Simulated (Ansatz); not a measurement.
An Ansatz run on an ordered 8-atom cell of In₃GaP₄ on the zincblende lattice (P-4m2) left the output below. The cell was relaxed beforehand with r2SCAN.

Structure:
```xyz
8
Lattice="4.0893 0.0000 0.0000 0.0000 4.0893 0.0000 0.0000 0.0000 11.6325" Properties=species:S:1:pos:R:3 pbc="T T T"
Ga    0.0000    0.0000    0.0000
P     0.0000    2.0447    1.2806
In    2.0447    2.0447    2.7995
P     2.0447    0.0000    4.3074
In    0.0000    0.0000    5.8163
P     0.0000    2.0447    7.3251
In    2.0447    2.0447    8.8330
P     2.0447    0.0000   10.3519
```

Output, abridged:
```
Pseudopotential: Ga, paw, valence charge 13, recommended cutoff 500 eV (meta_gga)
Pseudopotential: P, paw, valence charge 5, recommended cutoff 500 eV (meta_gga)
Pseudopotential: In, paw, valence charge 13, recommended cutoff 500 eV (meta_gga)
Functional definition: r2SCAN
Crystal: 8 atoms, lattice volume = 194.525 Å³
Basis set: ecut = 500 eV, 4971 PW (Γ)
Bands: 44, of which v1, the nominal top of the filled ones, is band 36 counted from 1 (35 counted from 0)
Symmetry: 8 space group operations
k-points: 32 of 72 (irreducible under 2 space group operations, time reversal used)
SCF converged after 10 iterations
Free energy (F): -23665.513816 eV
Fermi energy:    6.681992 eV
--- Band table (eV; the first three rows and the last of 32) ---
  k-point 0: bands = […, 5.0599, 5.3479, 5.3479, 6.5679, 6.6820, 6.6820, 7.8395, 8.6082, 8.7951, 9.3790, …]
  k-point 1: bands = […, 5.0826, 5.1034, 6.0369, 6.0369, 6.2406, 6.2406, 8.5453, 8.6019, 9.2795, 9.3480, …]
  k-point 2: bands = […, 5.1274, 5.1720, 5.1789, 5.4538, 6.0789, 6.5814, 8.6997, 9.1203, 9.6057, 9.8449, …]
  k-point 31: bands = […, 3.8154, 3.8154, 3.8782, 3.9314, 3.9314, 4.0008, 9.5525, 9.5525, 9.6914, 9.6914, …]
--- Dielectric response (ions clamped): 3 representative field directions + reference, inside a basis on a mesh of 1176 k-points ---
  ε∞ (high-frequency dielectric tensor):
        9.724544     0.000000     0.000000
        0.000000     9.724544     0.000000
        0.000000     0.000000     9.743063
  Born effective charges Z* (e; rows j = field, columns β = displacement):
    site 0:
         2.58786    0.00000    0.00000
         0.00000    2.58786    0.00000
         0.00000    0.00000    1.95014
    site 1:
        -2.34226    0.00000    0.00000
         0.00000   -2.70201    0.00000
         0.00000    0.00000   -2.27210
    site 2:
         2.42724    0.00000    0.00000
         0.00000    2.48987    0.00000
         0.00000    0.00000    2.62235
    site 3:
        -2.50744    0.00000    0.00000
         0.00000   -2.46273    0.00000
         0.00000    0.00000   -2.64911
    site 4:
         2.50947    0.00000    0.00000
         0.00000    2.50947    0.00000
         0.00000    0.00000    2.64759
    site 5:
        -2.46273    0.00000    0.00000
         0.00000   -2.50744    0.00000
         0.00000    0.00000   -2.64911
    site 6:
         2.48987    0.00000    0.00000
         0.00000    2.42724    0.00000
         0.00000    0.00000    2.62235
    site 7:
        -2.70201    0.00000    0.00000
         0.00000   -2.34226    0.00000
         0.00000    0.00000   -2.27210
  ε∞ is read to err by 9.5e-2, Z* by 3.9e-2 e
```

Task: Reconstruct the input.

Result:
```yaml
crystal:
  # lattice and atoms as above
kpoints:
  mp_grid: { grid: [6, 6, 2] }
hamiltonian:
  xc: r2scan
scf:
  occupations: { method: fixed }
dielectric: {}
```
A response with clamped ions alone is the dielectric block. Keys that aren't typed take their defaults; thresholds and the kind of smearing can't be read off these lines.

Run as `ansatz run input.yaml --threads 4 --pin off --max-ram 6451MiB --backend cpu --events-out ev --progress --plain --runs-dir out`. It took 4.2 min on 4 threads of Arm Neoverse V1 (shared host), load about 0.7 per core; peak host memory 2.7 GiB.

(Calculated; spin-unpolarised; the phase may be known or hypothetical.)

No spin-orbit coupling is included; it can move band edges with weight on the heavy atoms by tenths of an eV.
